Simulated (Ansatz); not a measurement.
A vibration from a frozen displacement in Sn₃Bi

All numbers below come from DFT r2SCAN, scalar-relativistic, plane waves, PAW (Ansatz). Cutoff 500 eV, Γ-centred 12×12×12 k-points, Gaussian smearing of 0.15 eV. Spin–orbit coupling is left out, which matters for the heavy elements here. No spin polarisation. Energies are free energies at this smearing, counted from the undisturbed cell; pressure is positive in compression.

Reference structure (relaxed at this level; with this scan's settings it stands at -0.2 GPa; it needn't be the usual structure):

```
CELL_PARAMETERS angstrom
0.00000 3.84005 3.84005
3.84005 0.00000 3.84005
3.84005 3.84005 0.00000
ATOMIC_POSITIONS crystal
Sn 0.00000 0.00000 0.00000
Sn 0.25000 0.25000 0.25000
Sn 0.75000 0.75000 0.75000
Bi 0.50000 0.50000 0.50000
```

Atom 4 (Bi) is moved by x along the Cartesian unit vector (1.000, 0.000, 0.000); the cell and all other atoms stay fixed. The cell's volume is 113.25 Å³; the moved atoms weigh 208.980 u together and the others 356.130 u.

| x (Å) | ΔE (meV/cell) | total force on the moved atoms along the move (eV/Å) | pressure (GPa) |
| --- | --- | --- | --- |
| -0.1000 | 9.02 | 0.1846 | -0.0794 |
| -0.0333 | 0.98 | 0.0589 | -0.1664 |
| 0.0000 | 0.00 | 0.0000 | -0.1773 |
| 0.0667 | 3.96 | -0.1200 | -0.1337 |

Task: What frequency belongs to this motion?

Result: The force constant is k = −dF/dx = 1.779 eV/Å², from the parabola through x = -0.0333, 0 and 0.0667. In every cell the moved atoms swing against the rest, so the mass is μ = m₁m₂/(m₁ + m₂) = 131.698 u, and ν̃ = 521.5 cm⁻¹ × √(|k|/μ) = 61 cm⁻¹. The pattern needn't be a normal mode: ν̃² is then a weighted mean of the squared nonzero frequencies at the zone centre of this cell, so it lies between the lowest and the highest of them.

Task: How far does the harmonic law reach?

Result: At x = -0.100 Å, kx²/2 = 8.89 meV against the computed 9.02 meV (+1.4 %): the well is still close to harmonic there.

In a metal these slopes depend on the k mesh and the smearing.

Cost: 4 runs of about 5.6 core-minutes in all, on Intel Xeon Platinum 8488C (Sapphire Rapids) (shared hosts).